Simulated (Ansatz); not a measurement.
Relaxed candidate structures of Cr$_{2}$N, calculated with spin polarisation allowed (parallel starting moments):

A. P4/mmm (No. 123), tP3; a = b = 3.6656 Å, c = 2.4952 Å, α = β = γ = 90.00°; Cr 2e (0.000, 0.500, 0.500); N 1b (0.000, 0.000, 0.500)

B. P-3m1 (No. 164), hP3, anti-CdI2 type; a = b = 2.8021 Å, c = 4.1770 Å, α = β = 90.00°, γ = 120.00°; N 1a (0.000, 0.000, 0.000); Cr 2d (0.667, 0.333, 0.247)

C. I4/mmm (No. 139), tI6; a = 2.477 Å, b = 2.477 Å, c = 8.634 Å, α = 90.00°, β = 90.00°, γ = 90.00°; N 2a (0.000, 0.000, 0.000); Cr 4e (0.000, 0.000, 0.365)

D. Fmmm (No. 69), oF24; a = 3.873 Å, b = 7.232 Å, c = 9.413 Å, α = 90.00°, β = 90.00°, γ = 90.00°; Cr 8h (0.000, 0.332, 0.000); Cr 8i (0.000, 0.000, 0.150); N 8i (0.000, 0.000, 0.350)

Question: Order them by energy per atom (lowest first) at the level PBEsol (plane waves to 420 eV, PAW, scalar-relativistic; Ansatz, a quantum-chemistry and plane-wave program).

Answer: B (reference), D (+0.18 eV/atom), C (+0.36 eV/atom), A (+0.73 eV/atom)

Question: Which candidates keep a magnetic moment?

Answer: A: no moment; B: no moment; C: no moment; D: ferromagnetic, net 0.33 μB/atom.

The lowest structure calculated, P-31m, hP9, AFLOW prototype AB2_hP9_162_ad_k (as in V2N), non-magnetic, is not among these; it lies 0.14 eV/atom below the lowest of them. 1 run with a doubtful electronic state, a coarser numerical grid, an end not at rest or a source that can't be used is left out. Each run could gain symmetry but not lose that of its start, so entries can be saddle points. All of these are generated cells (placed on structure types, drawn at random, substituted or restacked) that were not matched to a known phase here. Each structure is listed in the lowest spin state found for it. Energies are at zero temperature and pressure, without zero-point motion. Each cell has its own k-point mesh; energy differences are given only to the digits this allows. Spin states reached: non-magnetic, ferromagnetic; non-magnetic ones ran without spin or lost their moments; spin orders were not searched systematically.
